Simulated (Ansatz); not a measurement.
Al₂O₃:
```
Al2O3
1.0
    1.50139     0.86683     5.77993
   -1.50139     0.86683     5.77993
    0.00000    -1.73366     5.77993
Al O
2 3
Direct
  0.19305   0.19305   0.19305
  0.69332   0.69332   0.69332
  0.02805   0.02805   0.02805
  0.58214   0.58214   0.58214
  0.80645   0.80645   0.80645
```

Relaxed with r²SCAN. Plane-wave PAW r²SCAN (Ansatz code) gives a gap of 5.07 eV.

**Question.** What gap does HSE06 give on the same cell (Ansatz, PAW)?

**Answer.** 6.04 eV, 0.98 eV more. The hybrid was solved on a coarser mesh and at special points; the gap given is the minimum over both.

```
k   v1 r²SCAN  c1 r²SCAN  v1 HSE06  c1 HSE06
--  ---------  ---------  --------  --------
Γ        0.00       5.07      0.00      6.04
T       -1.07       6.51       ___       ___
L       -0.92       7.78       ___       ___
F       -1.21       7.59     -1.26      8.58
S0      -0.90       8.94       ___       ___
H0      -0.90       8.93       ___       ___
```

**Question.** Top valence (v1) and lowest conduction level (c1) in eV from each method's valence maximum (which need not be a listed point): supply the withheld HSE06 values.

**Answer.** 
- T, v1 HSE06: -1.06
- T, c1 HSE06: 7.54
- L, v1 HSE06: -0.98
- L, c1 HSE06: 8.78
- H0, v1 HSE06: -0.93
- H0, c1 HSE06: 10.02
- S0, v1 HSE06: -0.94
- S0, c1 HSE06: 10.03

Cost on shared cores: the r²SCAN run (SCF on a 11×11×11 mesh, then bands and DOS) about 90 core-seconds (a rough figure), the HSE06 run (SCF on 6×6×6, then a few points) around 4 core-minutes (rough); the tasks are unlike.

Space group R3m. The workflow started from a Materials Project entry (that database holds measured and hypothetical structures alike); the Crystallography Open Database copy checked does not list it. It is not the phase usual at ambient conditions (space group No. 167). The cell was relaxed with r²SCAN under the symmetry of its start; its stability against distortions is not shown here.

Potentials: the later of the program's two PAW sets.
